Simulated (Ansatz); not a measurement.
Question: Each is relaxed and computed with PBE (plane waves, PAW; program Ansatz). Which is the only metal?
A. HfSiO4, I4_1/amd (Hf on 4a, Si on 4b, O on 16h)
B. SiGe, CsCl type
C. TlCl, CsCl type
D. Mg2Si, Pn-3m (Mg on 4c, Si on 2a)

Answer: B, SiGe, CsCl type. SiGe: metal; HfSiO4: gap 5.31 eV (indirect); Mg2Si: gap 0.31 eV (direct); TlCl: gap 2.20 eV (direct). Constructed cells (a structure type filled with these elements, in neither database checked): SiGe, CsCl type; Mg2Si, Pn-3m (Mg on 4c, Si on 2a). Not the usual ambient phase: Mg2Si, Pn-3m (Mg on 4c, Si on 2a). Unstable at this level: SiGe, CsCl type. All cells were relaxed under the symmetry of their starts (and spin orders); stability against distortions was not tested throughout. Rows with no word on spin ran without spin polarisation. Scalar-relativistic: spin–orbit coupling is off unless named, which matters more the heavier the elements.

Potentials: the later of the program's two PAW sets.
